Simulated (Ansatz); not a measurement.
## NaCd$_{4}$P$_{3}$ in Ansatz, single run

The command:

```bash
ansatz run input.yaml --threads 1 --pin off --max-ram 2560MiB --backend cpu --events-out ev --progress --plain --runs-dir out
```

The input file (Ansatz 0.2.0, plane waves):

```yaml
crystal:
  lattice:
    - [2.151603, 3.726679, 0.0]
    - [-2.151603, 3.726679, 0.0]
    - [0.0, -2.484453, 10.84544]
  atoms:
    - { symbol: Na, position: [0.5, 0.5, 0.5] }
    - { symbol: Cd, position: [0.09568, 0.09568, 0.28704] }
    - { symbol: Cd, position: [0.90432, 0.90432, 0.71296] }
    - { symbol: Cd, position: [0.29908, 0.29908, 0.89724] }
    - { symbol: Cd, position: [0.70092, 0.70092, 0.10276] }
    - { symbol: P, position: [0.22053, 0.22053, 0.66159] }
    - { symbol: P, position: [0.77947, 0.77947, 0.33841] }
    - { symbol: P, position: [0.0, 0.0, 0.0] }
  symmetry: { tolerance: 0.0003 }
kpoints:
  mp_grid: { grid: [6, 6, 6], shift: [0, 0, 0] }
scf:
  occupations: { method: fermi_dirac }
  algorithm: density_mixing
hamiltonian:
  pseudopotentials: { kind: paw }
  xc: pbe
basis:
  ecutwfc: 420
output:
  forces: true
  stress: true
  eigenvalues: true
  write_density: true
  write_potential: true
  elf: true
  volumetric_format: npy
```

Origin of the cell: a known structure type with other elements, at an estimated volume, so it need not be a known compound.

The smearing width isn't typed, so it takes its default of 0.1 eV.

Output (shortened):

```
SCF iter   1: F=—  HF=-36772.569406 eV  Δρ=1.35e-3  dr2=6.92e-3  defer=13
SCF iter   2: F=—  HF=-36772.568716 eV  Δρ=8.44e-4  dr2=2.91e-3  defer=23
SCF iter   3: F=—  HF=-36772.568216 eV  Δρ=2.77e-4  dr2=4.81e-4  defer=23
SCF iter   4: F=—  HF=-36772.568169 eV  Δρ=1.52e-4  dr2=1.98e-4  defer=23
SCF iter   5: F=—  HF=-36772.568167 eV  Δρ=8.10e-5  dr2=2.73e-5  defer=23
SCF iter   6: F=—  HF=-36772.567856 eV  Δρ=2.87e-5  dr2=6.21e-6  defer=23
SCF iter   7: F=—  HF=-36772.567856 eV  Δρ=1.15e-5  dr2=1.23e-6  defer=23
SCF iter   8: F=—  HF=-36772.567856 eV  Δρ=6.39e-6  dr2=4.05e-7  defer=23
SCF iter   9: F=—  HF=-36772.567856 eV  Δρ=3.44e-6  dr2=1.16e-7  defer=23
SCF iter  10: F=-36772.567856 eV  HF=-36772.567856 eV  Δρ=1.56e-6  dr2=1.27e-8
SCF 1 converged in 10 iterations: F = -36772.567856 eV  dr2 = 1.27e-8
SCF converged after 10 iterations
Free energy (F): -36772.567856 eV
Harris-Foulkes:  -36772.567856 eV  (|F-HF|=7.41e-9)
Internal energy: -36772.555891 eV  (E = F + TS)
E sigma→0 (E₀):  -36772.561874 eV
Entropy (-TS):   -0.011965 eV (-1.496 meV/atom)
Fermi energy:    9.788734 eV
--- Per-component energies (eV) ---
  E_band       = -2050.621114
  E_kinetic    = 2351.630773
  E_local      = -16847.412974  (includes V_loc(G=0)·N_el)
  E_nonlocal   = 348.426852
  E_hartree    = 7718.284561
  E_xc         = -932.688865
  E_vxc        = -1122.060762  (∫ρ·V_xc dr)
  E_paw        = -18301.235087  (= ΣΔE_a)
  E_vpaw       = -2217.780784  (= ΣTr[D̂ρ^β])
  E_aug_tail   = 0.000049  (compensation charges beyond the density's cutoff)
  E_ewald      = -11109.561200
  E_smearing   = -0.011965  (= −TS)
  Σ components = -36772.567856   (vs F -36772.567856, Δ=0.00e0)
--- Forces (eV/Å), atoms counted from 1 ---
  atom   1  Na    -0.000000     0.000000     0.000000
  atom   2  Cd    -0.000000    -0.000000     0.112803
  atom   3  Cd     0.000000     0.000000    -0.112803
  atom   4  Cd     0.000000    -0.000000     0.137579
  atom   5  Cd    -0.000000     0.000000    -0.137579
  atom   6  P     -0.000000     0.000000    -0.198484
  atom   7  P      0.000000    -0.000000     0.198484
  atom   8  P     -0.000000     0.000000     0.000000
  max |Σ_I F_I| component: 7.34e-17 eV/Å
--- Stress (GPa, compression-positive) ---
        3.728508      -0.000000      -0.000000
       -0.000000       3.728508      -0.000000
       -0.000000      -0.000000       3.839892
  P = ⅓ Tr σ = 3.7656 GPa (37.656 kbar)
```

The run took 13 s on 1 thread of Intel(R) Xeon(R) 6975P-C (Granite Rapids), on a shared host, peak memory 0.61 GiB, from the program's own first density.
